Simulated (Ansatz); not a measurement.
## Where the states of TiZn3 lie

```
Ti Zn
1.0
     3.93220    0.00000    0.00000
     0.00000    3.93220    0.00000
     0.00000    0.00000    3.93220
Ti Zn
1 3
Cartesian
  0.0000 0.0000 0.0000
  0.0000 1.9661 1.9661
  1.9661 0.0000 1.9661
  1.9661 1.9661 0.0000
```

The cell comes from COD entry 1527931, which wasn't checked; take it as a given geometry.

Theory: Ansatz 0.2.0, DFT, LDA, all-electron LAPW, scalar-relativistic.

Settings: a Γ-centred 9×9×9 k mesh, Fermi–Dirac smearing of 0.05 eV, basis error target 1 meV/atom, no spin polarisation.

States per eV and cell, averaged over 0.6 eV, from -5.8 to 3.0 eV, with energies (bin centres) from the Fermi level; empty bins are left out. The partial columns, the largest 3 alone, are projections on Löwdin-orthogonalised atomic shells (those that the program's projection atoms carry: the occupied ones and, for some elements, an empty d or f shell; other empty shells have no column), summed over atoms of an element. Weights on diffuse s and p shells depend on that basis and aren't pure angular character.

| E (eV) | total | Ti 3d | Zn 4s | Ti 4s |
| --- | --- | --- | --- | --- |
| -5.6 | 0.78 | 0.07 | 0.46 | 0.05 |
| -5.0 | 0.67 | 0.06 | 0.38 | 0.10 |
| -4.4 | 0.82 | 0.08 | 0.43 | 0.16 |
| -3.8 | 1.04 | 0.13 | 0.54 | 0.20 |
| -3.2 | 1.10 | 0.14 | 0.66 | 0.10 |
| -2.6 | 1.43 | 0.32 | 0.77 | 0.08 |
| -2.0 | 1.27 | 0.40 | 0.48 | 0.12 |
| -1.4 | 1.78 | 0.70 | 0.36 | 0.18 |
| -0.8 | 2.48 | 1.37 | 0.18 | 0.11 |
| -0.2 | 3.70 | 2.68 | 0.06 | 0.06 |
| 0.4 | 1.78 | 1.41 | 0.02 | 0.02 |
| 1.0 | 1.38 | 1.08 | 0.02 | 0.02 |
| 1.6 | 3.62 | 3.03 | 0.10 | 0.11 |
| 2.2 | 3.38 | 1.98 | 0.23 | 0.36 |
| 2.8 | 1.82 | 0.73 | 0.23 | 0.10 |

(1) Which of the resolved shells contributes most within 0.3 eV of the Fermi level?

(2) Where is the centre of the filled Ti 3d states between -14 eV and the top of the filled states?

Results:

(1) Ti 3d, with 74 % of all states there; Zn 3d follows with 2 %.

(2) -1.54 eV from the Fermi level.
